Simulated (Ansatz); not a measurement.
AlRu (CsCl type)

```yaml
crystal:
  lattice:
    - [2.98252, 0.00000, 0.00000]
    - [0.00000, 2.98252, 0.00000]
    - [0.00000, 0.00000, 2.98252]
  atoms:
    - { symbol: Al, position: [0.00000, 0.00000, 0.00000] }
    - { symbol: Ru, position: [0.50000, 0.50000, 0.50000] }
```

The slice is a {100} plane (indices of the conventional cell) through the point (0.500, 0.500, 0.500) (fractional), spanned by u = [100] and v = [010] in vectors of this cell: u (2.98 Å) and v (2.98 Å, at 90° to u). It covers one period; positions are fractions (u, v).

Level of theory: r2SCAN (plane waves to 500 eV, PAW, scalar-relativistic; Ansatz, a first-principles code). k mesh 16×16×16. Near the nuclei the fields are pseudised (PAW); where an atom keeps semicore shells as valence, they peak there. AlRu is run without spin polarisation. AlRu was relaxed with its symmetry unable to fall.

Three fields on this plane, each scaled to ten steps between its own extremes (0 low, 9 high; the total valence density on a logarithmic scale, the potential cut 8 eV below its top; x marks points blanked near nuclei; v = 0 in the bottom row):

Map A
```
|xxxxxxxxxx743222347xxxxxxxxx|
|xxxxxxxxxx643222346xxxxxxxxx|
|xxxxxxxxx96432223469xxxxxxxx|
|xxxxxxxxx85322122358xxxxxxxx|
|xxxxxxxx9743211123479xxxxxxx|
|xxxxxxxx8542211122458xxxxxxx|
|xxxxxxx864321111123468xxxxxx|
|xxxxx9864321110111234689xxxx|
|xxx98754321110001112345789xx|
|7766544321100000001123445667|
|5444332211000000000112233444|
|3333222111000000000111222333|
|2222211110000000000011112222|
|2222111100000000000001111222|
|2222211110000000000011112222|
|3333222111000000000111222333|
|5444332211000000000112233444|
|7766544321100000001123445667|
|xxx98754321110001112345789xx|
|xxxxx9864321110111234689xxxx|
|xxxxxxx864321111123468xxxxxx|
|xxxxxxxx8542211122458xxxxxxx|
|xxxxxxxx9743211123479xxxxxxx|
|xxxxxxxxx85322122358xxxxxxxx|
|xxxxxxxxx96432223469xxxxxxxx|
|xxxxxxxxxx643222346xxxxxxxxx|
|xxxxxxxxxx743222347xxxxxxxxx|
|xxxxxxxxxx753222357xxxxxxxxx|
```

Map B
```
|xxxxxxxxxx003565300xxxxxxxxx|
|xxxxxxxxxx013565310xxxxxxxxx|
|xxxxxxxxx10136763101xxxxxxxx|
|xxxxxxxxx11246764211xxxxxxxx|
|xxxxxxxx3113577753113xxxxxxx|
|xxxxxxxx2224678764222xxxxxxx|
|xxxxxxx322356888653223xxxxxx|
|xxxxx3222346789876432223xxxx|
|xxx11122345789998754322111xx|
|0000112345788999887543211000|
|0011234567889999988765432110|
|2333456678899999998876654333|
|5556677889999999999988776655|
|6667778899999999999998877766|
|5556677889999999999988776655|
|2333456678899999998876654333|
|0011234567889999988765432110|
|0000112345788999887543211000|
|xxx11122345789998754322111xx|
|xxxxx3222346789876432223xxxx|
|xxxxxxx322356888653223xxxxxx|
|xxxxxxxx2224678764222xxxxxxx|
|xxxxxxxx3113577753113xxxxxxx|
|xxxxxxxxx11246764211xxxxxxxx|
|xxxxxxxxx10136763101xxxxxxxx|
|xxxxxxxxxx013565310xxxxxxxxx|
|xxxxxxxxxx003565300xxxxxxxxx|
|xxxxxxxxxx002565200xxxxxxxxx|
```

Map C
```
|xxxxxxxxxx047898740xxxxxxxxx|
|xxxxxxxxxx157898751xxxxxxxxx|
|xxxxxxxxx02589998520xxxxxxxx|
|xxxxxxxxx04689998640xxxxxxxx|
|xxxxxxxx0257899987520xxxxxxx|
|xxxxxxxx0468999998640xxxxxxx|
|xxxxxxx035789999987530xxxxxx|
|xxxxx0035789999999875300xxxx|
|xxx00245788999999988754200xx|
|0012456788999999999887654210|
|4455678899999999999998876554|
|7778889999999999999999988877|
|8889999999999999999999999988|
|9999999999999999999999999999|
|8889999999999999999999999988|
|7778889999999999999999988877|
|4455678899999999999998876554|
|0012456788999999999887654210|
|xxx00245788999999988754200xx|
|xxxxx0035789999999875300xxxx|
|xxxxxxx035789999987530xxxxxx|
|xxxxxxxx0468999998640xxxxxxx|
|xxxxxxxx0257899987520xxxxxxx|
|xxxxxxxxx04689998640xxxxxxxx|
|xxxxxxxxx02589998520xxxxxxxx|
|xxxxxxxxxx157898751xxxxxxxxx|
|xxxxxxxxxx047898740xxxxxxxxx|
|xxxxxxxxxx047898740xxxxxxxxx|
```

Task: Assign the maps to these fields: electron localisation function (ELF); valence electron density; electrostatic potential energy of an electron, from the cell's mean.

Result: A is the valence electron density; B is the electron localisation function (ELF); C is the electrostatic potential energy of an electron, from the cell's mean.
